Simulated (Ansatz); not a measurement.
CdSiN₂:
Space group R-3m, hexagonal axes (No. 166); a = b = 2.8940 Å, c = 16.3945 Å, α = β = 90.00°, γ = 120.00°

```csv
atom,site,symmetry,x,y,z
Cd,3a,-3m,0.0000,0.0000,0.0000
Si,3b,-3m,0.0000,0.0000,0.5000
N,6c,3m,0.0000,0.0000,0.2263
```
(The calculation used a cell of 4 atoms; values per cell refer to that cell.)

Relaxed with PBEsol. 

Question: HSE06 on this cell (Ansatz, a program for electronic structure, PAW) gives a gap of 2.34 eV. What does PBEsol give?

Answer: 1.27 eV.

Cost on shared cores: the PBEsol run (SCF on a 11×11×11 mesh, then bands and DOS) about 23 core-seconds (a rough figure), the HSE06 run (SCF on 8×8×8, then a few points) about 6 core-minutes (a rough figure); the tasks are unlike.

The start of the workflow was typed in or built on a structure type; neither database checked (COD, Materials Project) lists it. Its standing as an ambient phase is unchecked. The cell was relaxed with PBEsol under the symmetry of its start; its stability against distortions is not shown here. Spin–orbit coupling is left out wherever it is not named.

Potentials: the later of the program's two PAW sets.

Ansatz is a plane-wave DFT program.
